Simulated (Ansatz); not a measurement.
Data:

Si₃Mo₅:
```cif
data_Mo20Si12
_chemical_formula_sum 'Si12 Mo20'
_space_group_name_H-M_alt 'I4/mcm'
_space_group_IT_number 140
_space_group_name_Hall '-I 4 2c'
_cell_length_a 9.64055
_cell_length_b 9.64055
_cell_length_c 4.89486
_cell_angle_alpha 90.000
_cell_angle_beta 90.000
_cell_angle_gamma 90.000
loop_
_atom_site_label
_atom_site_type_symbol
_atom_site_symmetry_multiplicity
_atom_site_Wyckoff_symbol
_atom_site_fract_x
_atom_site_fract_y
_atom_site_fract_z
_atom_site_occupancy
Si1 Si 8 h 0.16724 0.33276 0.00000 1
Si2 Si 4 a 0.00000 0.00000 0.25000 1
Mo1 Mo 16 k 0.22397 0.07678 0.00000 1
Mo2 Mo 4 b 0.00000 0.50000 0.25000 1
```
(The calculation used a cell of 16 atoms; values per cell refer to that cell.)

This is the r²SCAN-relaxed structure.

Question: All from DFT-r²SCAN in the program Ansatz with PAW potentials, unless another level is named. Predict the electronic character.

Answer: metallic (no gap).

Question: And the density of states at the Fermi level?

Answer: 0.49 states/eV per atom (mean over ±0.08 eV).

Question: Give the formation energy from the elements (no fitted shifts).

Answer: -0.40 eV/atom.

The first step of the workflow began from a Materials Project structure, measured or hypothetical; the Crystallography Open Database files this formula in space group No. 140, but the cells were not matched. Whether it is the stable phase at ambient conditions was not checked. The r²SCAN relaxation kept the symmetry of its start; its stability against distortions is not shown here. No spin polarisation was allowed. The references are the lowest solids computed at this level, not always the standard phases. Scalar-relativistic: spin–orbit coupling is off unless named, which matters more the heavier the elements.

Potentials: the later of the program's two PAW sets.
